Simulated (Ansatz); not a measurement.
Geometry optimisation in Ansatz: input, command and trajectory.

```yaml
crystal:
  lattice:
    - [5.2363359315, 0.0, 0.0]
    - [0.0, 5.2363359315, 0.0]
    - [0.0, 0.0, 6.3615329304]
  atoms:
    - { symbol: Te, position: [0.0, 0.0, 0.0] }
    - { symbol: Te, position: [0.0, 0.0, 0.5] }
    - { symbol: As, position: [0.5, 0.25, 0.0] }
    - { symbol: As, position: [0.5, 0.75, 0.0] }
    - { symbol: As, position: [0.25, 0.5, 0.5] }
    - { symbol: As, position: [0.75, 0.5, 0.5] }
basis:
  ecutwfc: 420
kpoints:
  mp_grid: { grid: [4, 4, 4] }
hamiltonian:
  xc: pbe
scf:
  occupations: { method: gaussian, width: 0.1 }
  lower_state_search: "off"
output:
  forces: true
  stress: true
  eigenvalues: true
relax:
  adjacent_minimum: "off"
  f_tol: 0.04
  max_steps: 70
  cell: { stress_tol: 0.4 }
```

```bash
ansatz run input.yaml --threads 1 --pin off --max-ram 2560MiB --backend cpu --events-out ev --progress --plain --runs-dir out
```

Computed with Ansatz, DFT PBE, scalar-relativistic, plane waves, PAW.

Of 9 frames 9 are shown, positions in Å and forces in eV/Å; the SCF threshold varies from step to step. Steps run on the plane waves of an earlier cell, with a Pulay correction in the pressure. The basis is chosen afresh for the last frame, the zero of the energies, and at times for earlier ones too; energy and pressure step there, also at an unchanged geometry. The mark taken_back stands on steps that the optimiser undid.

```xyz
6
Lattice="5.2363 0.0000 0.0000 0.0000 5.2363 0.0000 0.0000 0.0000 6.3615" Properties=species:S:1:pos:R:3:forces:R:3 pbc="T T T" step=1 free_energy_over_end_meV_per_atom=28.50 pressure_GPa=-1.77
Te    0.0000    0.0000    0.0000    0.0000    0.0000    0.0000
Te    0.0000    0.0000    3.1808    0.0000    0.0000    0.0000
As    2.6182    1.3091    0.0000    0.0000    0.3315    0.0000
As    2.6182    3.9273    0.0000    0.0000   -0.3315    0.0000
As    1.3091    2.6182    3.1808    0.3315    0.0000    0.0000
As    3.9273    2.6182    3.1808   -0.3315    0.0000    0.0000
6
Lattice="5.1592 0.0000 0.0000 0.0000 5.1592 0.0000 0.0000 0.0000 6.0514" Properties=species:S:1:pos:R:3:forces:R:3 pbc="T T T" step=2 free_energy_over_end_meV_per_atom=15.61 pressure_GPa=1.35
Te    0.0000    0.0000    0.0000    0.0000    0.0000    0.0000
Te    0.0000    0.0000    3.0257    0.0000    0.0000    0.0000
As    2.5796    1.3164    0.0000    0.0000    0.2767    0.0000
As    2.5796    3.8427    0.0000    0.0000   -0.2767    0.0000
As    1.3164    2.5796    3.0257    0.2767    0.0000    0.0000
As    3.8427    2.5796    3.0257   -0.2767    0.0000    0.0000
6
Lattice="5.1855 0.0000 0.0000 0.0000 5.1855 0.0000 0.0000 0.0000 6.1310" Properties=species:S:1:pos:R:3:forces:R:3 pbc="T T T" step=3 free_energy_over_end_meV_per_atom=9.72 pressure_GPa=0.30
Te    0.0000    0.0000    0.0000    0.0000    0.0000    0.0000
Te    0.0000    0.0000    3.0655    0.0000    0.0000    0.0000
As    2.5927    1.3383    0.0000    0.0000    0.2803    0.0000
As    2.5927    3.8472    0.0000    0.0000   -0.2803    0.0000
As    1.3383    2.5927    3.0655    0.2803    0.0000    0.0000
As    3.8472    2.5927    3.0655   -0.2803    0.0000    0.0000
6
Lattice="5.1993 0.0000 0.0000 0.0000 5.1993 0.0000 0.0000 0.0000 6.3093" Properties=species:S:1:pos:R:3:forces:R:3 pbc="T T T" step=4 free_energy_over_end_meV_per_atom=10.27 pressure_GPa=0.65 taken_back
Te    0.0000    0.0000    0.0000    0.0000    0.0000    0.0000
Te    0.0000    0.0000    3.1547    0.0000    0.0000    0.0000
As    2.5996    1.4417    0.0000    0.0000   -0.7498    0.0000
As    2.5996    3.7576    0.0000    0.0000    0.7498    0.0000
As    1.4417    2.5996    3.1547   -0.7498    0.0000    0.0000
As    3.7576    2.5996    3.1547    0.7498    0.0000    0.0000
6
Lattice="5.1970 0.0000 0.0000 0.0000 5.1970 0.0000 0.0000 0.0000 6.2180" Properties=species:S:1:pos:R:3:forces:R:3 pbc="T T T" step=5 free_energy_over_end_meV_per_atom=2.87 pressure_GPa=-0.06
Te    0.0000    0.0000    0.0000    0.0000    0.0000    0.0000
Te    0.0000    0.0000    3.1090    0.0000    0.0000    0.0000
As    2.5985    1.3716    0.0000    0.0000    0.3014    0.0000
As    2.5985    3.8254    0.0000    0.0000   -0.3014    0.0000
As    1.3716    2.5985    3.1090    0.3014    0.0000    0.0000
As    3.8254    2.5985    3.1090   -0.3014    0.0000    0.0000
6
Lattice="5.2068 0.0000 0.0000 0.0000 5.2068 0.0000 0.0000 0.0000 6.3761" Properties=species:S:1:pos:R:3:forces:R:3 pbc="T T T" step=6 free_energy_over_end_meV_per_atom=21.81 pressure_GPa=0.84 taken_back
Te    0.0000    0.0000    0.0000    0.0000    0.0000    0.0000
Te    0.0000    0.0000    3.1881    0.0000    0.0000    0.0000
As    2.6034    1.4640    0.0000    0.0000   -1.1134    0.0000
As    2.6034    3.7429    0.0000    0.0000    1.1134    0.0000
As    1.4640    2.6034    3.1881   -1.1134    0.0000    0.0000
As    3.7429    2.6034    3.1881    1.1134    0.0000    0.0000
6
Lattice="5.2008 0.0000 0.0000 0.0000 5.2008 0.0000 0.0000 0.0000 6.2971" Properties=species:S:1:pos:R:3:forces:R:3 pbc="T T T" step=7 free_energy_over_end_meV_per_atom=0.15 pressure_GPa=-0.15
Te    0.0000    0.0000    0.0000    0.0000    0.0000    0.0000
Te    0.0000    0.0000    3.1485    0.0000    0.0000    0.0000
As    2.6004    1.4043    0.0000    0.0000   -0.0847    0.0000
As    2.6004    3.7965    0.0000    0.0000    0.0847    0.0000
As    1.4043    2.6004    3.1485   -0.0847    0.0000    0.0000
As    3.7965    2.6004    3.1485    0.0847    0.0000    0.0000
6
Lattice="5.1962 0.0000 0.0000 0.0000 5.1962 0.0000 0.0000 0.0000 6.2778" Properties=species:S:1:pos:R:3:forces:R:3 pbc="T T T" step=8 free_energy_over_end_meV_per_atom=-0.11 pressure_GPa=-0.06
Te    0.0000    0.0000    0.0000    0.0000    0.0000    0.0000
Te    0.0000    0.0000    3.1389    0.0000    0.0000    0.0000
As    2.5981    1.3959    0.0000    0.0000    0.0084    0.0000
As    2.5981    3.8002    0.0000    0.0000   -0.0084    0.0000
As    1.3959    2.5981    3.1389    0.0084    0.0000    0.0000
As    3.8002    2.5981    3.1389   -0.0084    0.0000    0.0000
6
Lattice="5.1962 0.0000 0.0000 0.0000 5.1962 0.0000 0.0000 0.0000 6.2778" Properties=species:S:1:pos:R:3:forces:R:3 pbc="T T T" step=9 free_energy_over_end_meV_per_atom=0.00 pressure_GPa=-0.06
Te    0.0000    0.0000    0.0000    0.0000    0.0000    0.0000
Te    0.0000    0.0000    3.1389    0.0000    0.0000    0.0000
As    2.5981    1.3959    0.0000    0.0000    0.0085    0.0000
As    2.5981    3.8002    0.0000    0.0000   -0.0085    0.0000
As    1.3959    2.5981    3.1389    0.0085    0.0000    0.0000
As    3.8002    2.5981    3.1389   -0.0085    0.0000    0.0000
```

The start is a random arrangement. At the end the space group is P4_2/mmc (tolerance 0.05 Å).

Time: 100 s on 1 thread of Arm Neoverse V1, on a shared host, peak memory 0.48 GiB.

The k mesh is coarse.